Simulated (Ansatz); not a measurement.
Below is a relaxed structure of YAl3F7. The cell was found from a structure generator's guess, not taken from experiment.

Theory: DFT PBE, scalar-relativistic, plane waves, PAW (Ansatz 0.2.0). Cutoff 420 eV, Γ-centred mesh, Gaussian smearing, no spin polarisation.

```
Y Al F
1.0
     4.79747    0.00000    0.00000
    -2.39874    4.15473    0.00000
     0.00000    0.00000   10.54676
Y Al F
1 3 7
Direct
  0.00000 0.00000 0.50000
  0.66667 0.33333 0.77786
  0.66667 0.33333 0.22214
  0.00000 0.00000 0.00000
  0.66667 0.33333 0.50000
  0.32779 0.16390 0.88547
  0.83610 0.16390 0.88547
  0.83610 0.67221 0.88547
  0.32779 0.16390 0.11453
  0.83610 0.16390 0.11453
  0.83610 0.67221 0.11453
```

Formation energies are uncorrected and refer to the elements' standard structures at the same level (F₂ as a molecule).

**Question.** Find its symmetry and describe it.

**Answer.** P-6m2 (No. 187). Conventional cell: a = 4.797 Å, c = 10.547 Å. Around Y lie 3 F at 2.77 Å; Al on a site of symmetry 3m is surrounded by 3 F at 1.81 Å and 1 F at 2.93 Å; Al on a site of symmetry -6m2 has 6 F at 1.82 Å; F on a site of symmetry -6m2 is surrounded by 3 Y at 2.77 Å and 2 Al at 2.93 Å; 1 more site not described.

**Question.** How far does it lie from the elements in energy?

**Answer.** −2.39 eV/atom. It lies below the elements, which doesn't yet make it stable against other compounds or structures.

**Question.** Is it a metal?

**Answer.** Yes, bands cross the Fermi level on the 12×12×4 mesh.

**Question.** From what recipe could a structure generator have reached it?

**Answer.** One such recipe: 4-, 6-connected net, bridging atoms on its edges, bridges bent, guests in its cages (P-6m2, No. 187). Other recipes can lead to the same cell.

The last run used a 12×12×4 mesh (in the run's order of axes) for its 11-atom cell and Gaussian smearing of 0.10 eV. No dispersion correction is applied, so the spacing and binding between layers, chains or molecules are poorly described. An odd number of electrons in the primitive cell allows no gap without spin; a larger cell or a magnetic state could open one. Symmetry constrained the relaxation, so the result can be a saddle point.
